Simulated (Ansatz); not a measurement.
An Ansatz (a program for electronic structure) run. Input:

Ansatz 0.2 input:
```yaml
crystal:
  lattice:
    - [3.1434184, 0.0, 0.0]
    - [-1.5717092, 2.7222801892, 0.0]
    - [0.0, 0.0, 5.0928812479]
  atoms:
    - { symbol: Al, position: [0.0, 0.0, 0.9992983142] }
    - { symbol: Ga, position: [0.6666666667, 0.3333333333, 0.4972988271] }
    - { symbol: N, position: [0.6666666667, 0.3333333333, 0.1122011089] }
    - { symbol: N, position: [0.0, 0.0, 0.6275917498] }
kpoints:
  mp_grid: { grid: [7, 7, 4] }
hamiltonian:
  xc: hse06
  pseudopotentials: { kind: paw }
scf:
  n_extra_bands: 6
  occupations: { method: fixed }
output:
  eigenvalues: true
  eigenstates:
    e_range: [-9.0, 13.1]
    kpoints:
      - [0.0, 0.0, 0.0]  # VBM
      - [0.0, 0.0, 0.0]  # CBM
      - [0.0, 0.0, 0.0]  # GAMMA
      - [0.0, 0.0, 0.5]  # A
      - [0.3333333333, 0.3333333333, 0.0]  # K
      - [0.3333333333, 0.3333333333, 0.5]  # H
      - [0.5, 0.0, 0.0]  # M
      - [0.5, 0.0, 0.5]  # L
```

Output (shortened):

```
Pseudopotential: Al, paw, valence charge 3
Pseudopotential: Ga, paw, valence charge 13
Pseudopotential: N, paw, valence charge 5
Functional definition: HSE06
davidson cushion auto → on  (no smearing: the cushion is to keep the highest requested band from converging to the state above it …
Crystal: 4 atoms, lattice volume = 43.581 Å³
Basis set: ecut = 420 eV, 845 PW (Γ)
Bands: 19, of which v1, the nominal top of the filled ones, is band 13 counted from 1 (12 counted from 0)
Symmetry: 6 space group operations
Space group: P3m1 (ITA 156), of the structure as read, at distance tolerance 3.5e-5 Å
k-points: 28 of 196 (time reversal used)
SCF iter   1: F=—  HF=-5092.114103 eV  |F-HF|=—  |Δ(HF+E_count)|=         —  Δρ=1.78e-3  dr2=3.50e-3  ethr=1.77e-3  ⟨swp⟩=7.7  Hψ=2677  notcnv=0
preconditioner: auto → none
SCF iter   2: F=—  HF=-5092.113870 eV  |F-HF|=—  |Δ(HF+E_count)|=   2.33e-4  Δρ=1.88e-3  dr2=1.40e-3  ethr=1.35e-5  ⟨swp⟩=4.3  Hψ=1721  notcnv=0
iter 3 solved again at ethr=3.41e-7 eV; its pass at ethr=5.40e-6 eV (dr2=8.86e-5 eV) is discarded
SCF iter   3: F=-5092.113617 eV  HF=-5092.113608 eV  |F-HF|=9.20e-6  |Δ(HF+E_count)|=   2.62e-4  Δρ=5.01e-4  dr2=8.80e-5  ethr=3.41e-7  ⟨swp⟩=2.9  Hψ=2589  notcnv=0
SCF 1 stopped early in 3 iterations: F = -5092.113617 eV  dr2 = 8.80e-5
Crystal: 4 atoms, lattice volume = 43.581 Å³
Exchange kernel: α = 0.2500, screened, ω = 0.2079 Å⁻¹, Wigner–Seitz truncation, v(0) = 1045.9983 eV·Å³, q-mesh 7×7×4, nearest image of the exchange supercell L …
Frozen-core exchange: fock
SCF iter   1: F=—  HF=-5093.095777 eV  |F-HF|=—  |Δ(HF+E_count)|=         —  Δρ=1.33e-2  dr2=3.15e-2  ethr=3.38e-6  ⟨swp⟩=7.9  Hψ=2915  notcnv=0
preconditioner: auto → none
SCF iter   2: F=—  HF=-5093.080564 eV  |F-HF|=—  |Δ(HF+E_count)|=   1.52e-2  Δρ=3.60e-3  dr2=3.80e-3  ethr=3.38e-6  ⟨swp⟩=4.0  Hψ=2192  notcnv=0
SCF iter   3: F=—  HF=-5093.090339 eV  |F-HF|=—  |Δ(HF+E_count)|=   9.78e-3  Δρ=3.30e-3  dr2=1.82e-3  ethr=3.38e-6  ⟨swp⟩=4.0  Hψ=2001  notcnv=0
SCF iter   4: F=—  HF=-5093.089954 eV  |F-HF|=—  |Δ(HF+E_count)|=   3.85e-4  Δρ=1.06e-3  dr2=2.67e-4  ethr=3.38e-6  ⟨swp⟩=3.0  Hψ=1307  notcnv=0
SCF iter   5: F=—  HF=-5093.089946 eV  |F-HF|=—  |Δ(HF+E_count)|=   8.70e-6  Δρ=2.27e-4  dr2=3.41e-5  ethr=6.47e-7  ⟨swp⟩=3.0  Hψ=1383  notcnv=0
SCF iter   6: F=-5093.090087 eV  HF=-5093.090099 eV  |F-HF|=1.21e-5  |Δ(HF+E_count)|=   1.53e-4  Δρ=1.92e-4  dr2=7.15e-6  ethr=8.49e-8  ⟨swp⟩=4.1  Hψ=1930  notcnv=0
SCF 2 stopped early in 6 iterations: F = -5093.090087 eV  dr2 = 7.15e-6
hybrid outer 1: dexx = +1.134e-2 eV, tail = 6.01e-5 eV
Crystal: 4 atoms, lattice volume = 43.581 Å³
Exchange kernel: α = 0.2500, screened, ω = 0.2079 Å⁻¹, Wigner–Seitz truncation, v(0) = 1045.9983 eV·Å³, q-mesh 7×7×4, nearest image of the exchange supercell L …
Frozen-core exchange: fock
SCF iter   1: F=—  HF=-5093.089824 eV  |F-HF|=—  |Δ(HF+E_count)|=         —  Δρ=6.03e-5  dr2=1.84e-6  ethr=1.16e-6  ⟨swp⟩=3.0  Hψ=1282  notcnv=0
preconditioner: auto → none
iter 2 solved again at ethr=1.45e-10 eV; its pass at ethr=6.29e-9 eV (dr2=3.78e-8 eV) is discarded
SCF iter   2: F=—  HF=-5093.089825 eV  |F-HF|=—  |Δ(HF+E_count)|=   1.20e-6  Δρ=1.31e-5  dr2=1.25e-7  ethr=1.45e-10  ⟨swp⟩=2.4  Hψ=3246  notcnv=0
SCF iter   3: F=-5093.089826 eV  HF=-5093.089826 eV  |F-HF|=8.79e-8  |Δ(HF+E_count)|=   1.06e-6  Δρ=1.84e-5  dr2=9.38e-8  ethr=1.45e-10  ⟨swp⟩=4.8  Hψ=2118  notcnv=0  defer=2
SCF 3 converged in 3 iterations: F = -5093.089826 eV  dr2 = 9.38e-8
hybrid outer 2: dexx = +1.096e-6 eV, tail = 2.64e-7 eV, Δε = 8.39e-3 eV (about 7.16e-4 eV left of the loop's levels)
NSCF: frozen V_eff on 8 k-points
hybrid SCF converged: 2 outer / 9 inner (+3 warm-up), last move |dexx| = 1.10e-6 eV, tail = 2.64e-7 eV
Stability not checked (fock_operator)
Free energy (F): -5093.089826 eV
Frozen-core exchange: fock
Harris-Foulkes:  -5093.089826 eV  (|F-HF|=8.79e-8)
Internal energy: -5093.089826 eV  (E = F + TS)
E sigma→0 (E₀):  -5093.089826 eV
Fermi energy:    7.713528 eV
--- Per-component energies (eV) ---
  E_band       = -49.366721
  E_kinetic    = 406.958004
  E_local      = -2561.117789  (includes V_loc(G=0)·N_el)
  E_nonlocal   = 529.063928
  E_hartree    = 1169.005227
  E_xc         = -186.278259
  E_vxc        = -194.240249  (∫ρ·V_xc dr)
  E_exx        = -79.973162  (= α·E_x^exact, valence–valence)
  E_paw        = -2682.588502  (= ΣΔE_a)
  E_vpaw       = -408.108141  (= ΣTr[D̂ρ^β])
  E_aug_tail   = 0.000139  (compensation charges beyond the density's cutoff)
  E_ewald      = -1688.182517
  E_core_change = 0.023105  (= ΣΔE_core)
  E_smearing   =  0.000000  (= −TS)
  E_closure    =  0.000000  (closes the sum)
  Σ components = -5093.089826   (vs F -5093.089826, Δ=0.00e0)
  [band-id]    e_kinetic+e_local+e_nonlocal+2·e_hartree+e_vxc+2·e_exx+e_vpaw+e_augmentation_tail = -49.379978   (vs E_band -49.366721, Δ=-1.33e-2)
--- Band table (eV; the first three rows and the last of 28) ---
  k-point 0: bands = ["-9.4722", "-8.5183", "-7.6438", "-7.6438", "-7.3740", "-7.3740", "-6.1555", "0.6005", "6.4760", "6.4760", "7.5823", "7.7135", "7.7135", "11.9235", "14.7114", "19.2092", "19.8805", "19.8805", "21.3141"]
  k-point 1: bands = ["-9.2996", "-8.5076", "-7.6439", "-7.6439", "-7.3745", "-7.3745", "-6.6178", "1.5483", "6.2541", "6.5668", "6.5668", "7.6138", "7.6138", "12.9823", "14.8326", "18.7899", "19.8371", "19.8371", "20.0078"]
  k-point 2: bands = ["-9.0811", "-8.4808", "-7.6440", "-7.6440", "-7.3751", "-7.3751", "-7.1038", "3.2239", "4.3568", "6.6795", "6.6795", "7.4922", "7.4922", "14.1204", "14.7901", "18.3254", "19.0143", "19.9247", "19.9247"]
  k-point 27: bands = ["-8.7379", "-7.9119", "-7.5444", "-7.4519", "-7.3895", "-6.2969", "-5.3252", "1.2474", "2.1613", "3.6252", "3.7747", "6.2056", "6.5013", "15.2938", "15.8216", "16.8353", "17.4469", "19.3428", "20.6494"]
```

Cost: around 2.1 core-minutes (rough) on shared cores.

The points marked VBM and CBM come from a semilocal run.

The first step of the workflow began from a Materials Project structure, measured or hypothetical; the Crystallography Open Database copy checked does not list it. With Al and Ga taken as one species the cell has the higher symmetry P6_3mc, so it may be an ordered model of a mixed-site phase. Whether it is the stable phase at ambient conditions was not checked. The r²SCAN relaxation kept the symmetry of its start; whether a distortion lowers the energy is not shown. Scalar-relativistic: spin–orbit coupling is off unless named, which matters more the heavier the elements.

Potentials: the later of the program's two PAW sets.

Ansatz is a plane-wave DFT program.
